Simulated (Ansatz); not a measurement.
All numbers below come from DFT PBE, scalar-relativistic, plane waves, PAW (Ansatz 0.2.0). All cells share a 420 eV cutoff and Γ-centred k meshes spaced at most about 0.3 Å⁻¹ (about 0.25 or finer for metals, 2π included). No spin polarisation in the final relaxations.

These are static total energies at zero pressure.

Two relaxed structures of Si4Ru:

A.

```xyz
5
Lattice="3.7369 -3.7745 0.0000 3.7369 3.7745 0.0000 0.0000 0.0000 2.7711" Properties=species:S:1:pos:R:3 pbc="T T T"
Si    3.7369   -1.3773    0.0000
Si    1.9781    0.0000    1.3856
Si    5.4956    0.0000    1.3856
Si    3.7369    1.3773    0.0000
Ru    0.0000    0.0000    0.0000
```

B.

```xyz
5
Lattice="3.0141 0.0000 0.0000 0.0000 3.0141 0.0000 0.0000 0.0000 8.1654" Properties=species:S:1:pos:R:3 pbc="T T T"
Si    1.5070    1.5070    6.9073
Si    1.5070    1.5070    1.2582
Si    0.0000    0.0000    2.6289
Si    0.0000    0.0000    5.5366
Ru    1.5070    1.5070    4.0827
```

Problem. Which would you expect to be lower, and how large is the difference?

Solution. B is lower, by 22 meV/atom. A has space group Cmmm (No. 65), 15.6 Å³/atom and no gap on its mesh; B has space group P4/mmm (No. 123), 14.8 Å³/atom and no gap. Counting Si atoms around Ru (those within 1.25 times the shortest such distance or 1.15 times the sum of covalent radii; a plus sign parts nearer from farther groups), A has Ru 6 and B has Ru 8+2. B holds Si–Si nets (shortest 2.52 Å); in A the shortest Si–Si distance is 2.63 Å, near bonding range too. The denser one is the lower, and pressure would at first widen the difference. Even the lower one lies +0.10 eV/atom against the reference forms of the elements (uncorrected), so neither is stable at this level. In A, Si on a site of symmetry m2m has 1 Ru at 2.40 Å and 7 Si at 2.63–2.77 Å; Si on a site of symmetry 2mm has 2 Ru at 2.42 Å and 6 Si at 2.63–2.77 Å; Ru has 6 Si at 2.40–2.42 Å and 2 Ru at 2.77 Å. In B, Si on its first site is surrounded by 5 Si at 2.52–2.53 Å, 1 Ru at 2.82 Å and 4 Si at 3.01 Å; Si on its second site is surrounded by 4 Si at 2.53 Å, 4 Ru at 2.58 Å and 5 Si at 2.91–3.01 Å; Ru is surrounded by 8 Si at 2.58 Å, 2 Si at 2.82 Å and 4 Ru at 3.01 Å. Both come from invented guesses. A third cell relaxed alike, in P4/mmm, lies 0.30 eV/atom below the lower of the two; the Cmmm cell fell into it when its atoms were moved at random.

With atoms moved at random, P4/mmm came back. Other cells relaxed within their symmetry can be saddle points.
